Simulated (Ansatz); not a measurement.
## Zone-centre phonons of LiF at -2.8 GPa: input and output

The calculation used Ansatz 0.2.0, DFT PBE, scalar-relativistic, plane waves, PAW.

Launched with:
```bash
ansatz run input.yaml --threads 1 --pin off --max-ram 1228MiB --backend cpu --events-out ev --progress --plain --runs-dir out
```

Input (bare energies are in eV):
```yaml
crystal:
  lattice:
    - [0.0, 2.0648, 2.0648]
    - [2.0648, 0.0, 2.0648]
    - [2.0648, 2.0648, 0.0]
  atoms:
    - { symbol: Li, position: [0.0, 0.0, 0.0] }
    - { symbol: F, position: [0.5, 0.5, 0.5] }
basis:
  ecutwfc: 420
kpoints:
  mp_grid: { grid: [10, 10, 10] }
hamiltonian:
  xc: pbe
scf:
  occupations: { method: fixed }
output:
  eigenvalues: true
phonons:
  method: dfpt
  dielectric: true
  rigid_motions: translations
  eigenvectors: true
```

Results section of the output:
```
--- Phonons (Γ-DFPT): 2 representative perturbations + reference, on 102 of 1000 k-points (Σ response iterations 7) ---
  k mesh reduced under 8 symmetry operations, with k and −k counted as one. Each operation leaves every solved perturbation unchanged. A smaller set is not considered because the run solves the response ...
  ASR residual: 1.289e-4 → 0.000e0 eV/Å²; symmetrization residual: 3.103e-7 eV/Å²
  ASR residual per site (eV/Å²): 1.29e-4 1.15e-4
  Γ frequencies (cm⁻¹): 0.00 0.00 0.00 227.22 227.22 227.22
  ε∞ (high-frequency dielectric tensor):
        2.035733    -0.000000    -0.000000
       -0.000000     2.035733    -0.000000
        0.000000     0.000000     2.035733
  ε⁰ (static dielectric tensor: ions relaxed, cell fixed):
       13.975153    -0.000000    -0.000000
        0.000000    13.975153     0.000000
       -0.000000     0.000000    13.975153
  ε⁰ − ε∞ (ionic part):
       11.939420     0.000000    -0.000000
        0.000000    11.939420     0.000000
       -0.000000     0.000000    11.939420
  softest optical mode at Γ: 227.22 cm⁻¹; the repairs (sum rule, projections) moved no ω² at Γ by more than (2.26 cm⁻¹)²
  Born effective charges Z* (e; rows j = field, columns β = displacement):
    site 0:
         1.05882    0.00000   -0.00000
        -0.00000    1.05882    0.00000
         0.00000    0.00000    1.05882
    site 1:
        -1.05882   -0.00000    0.00000
         0.00000   -1.05882   -0.00000
         0.00000   -0.00000   -1.05882
  Z* charge neutrality: 1.965e-5 e pre-enforcement
  k-mesh period / interband length: 29.2 Å / 0.76 Å = 38.30 at k = (0.0000, 0.0000, -0.5000), direct gap 10.614 eV — 14 or more, which is no proof of convergence
  optical modes at Γ without the LO–TO term, one row a degenerate level:
      ω (cm⁻¹) modes IR ((D/Å)²/amu)
        227.22      3            15.2650
  optical modes at Γ + LO–TO along q̂ = [1.0000, 0.0000, 0.0000]:
      ω (cm⁻¹) modes IR ((D/Å)²/amu)
        227.22      2            10.1767
        595.34      1             5.0883
  optical modes at Γ + LO–TO along q̂ = [0.0000, 1.0000, 0.0000]:
      ω (cm⁻¹) modes IR ((D/Å)²/amu)
        227.22      2            10.1767
        595.34      1             5.0883
  optical modes at Γ + LO–TO along q̂ = [0.0000, 0.0000, 1.0000]:
      ω (cm⁻¹) modes IR ((D/Å)²/amu)
        227.22      2            10.1767
        595.34      1             5.0883
```

It took 3.5 s on 1 thread of Intel(R) Xeon(R) 6975P-C (Granite Rapids), with other jobs on the host, peak memory 0.4 GiB.

The cell is the ideal cubic rocksalt prototype.